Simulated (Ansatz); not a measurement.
PbS (rock salt, Fm-3m), plane-wave PAW PBE+D3(BJ) (Ansatz code). The conduction-band minimum lies at L, with 4 equivalent valleys. Second derivatives d²E/dk² of the lowest band at one valley (eV·Å²), along Cartesian directions:

| direction | d²E/dk² |
|---|---|
| [100] | 53.62 |
| [010] | 53.62 |
| [001] | 53.62 |
| [110] | 58.53 |
| [101] | 48.82 |
| [011] | 48.82 |

Question: Find the principal effective masses, the density-of-states mass and the conductivity mass.

Answer: Off-diagonal terms follow from H_xy = H[110] − (H_xx + H_yy)/2, and m*/mₑ = 7.620 eV·Å² over each eigenvalue: 0.12, 0.16, 0.16. One valley's DOS mass (m₁m₂m₃)^(1/3) = 0.14, conductivity mass 3/(Σ 1/mᵢ) = 0.14 mₑ.

Question: What effective density of states Nc follows at 300 K for parabolic valleys?

Answer: Nc = 2.509e19 × 4 × (0.14)^(3/2) ≈ 5.3e18 cm⁻³.

The PBE+D3(BJ) relaxation kept the symmetry of its start. Scalar-relativistic: spin–orbit coupling is off unless named, which matters more the heavier the elements.

Potentials: the earlier of the program's two PAW sets.

Edges and masses are those of Kohn–Sham bands, whose gap is no quasiparticle gap.
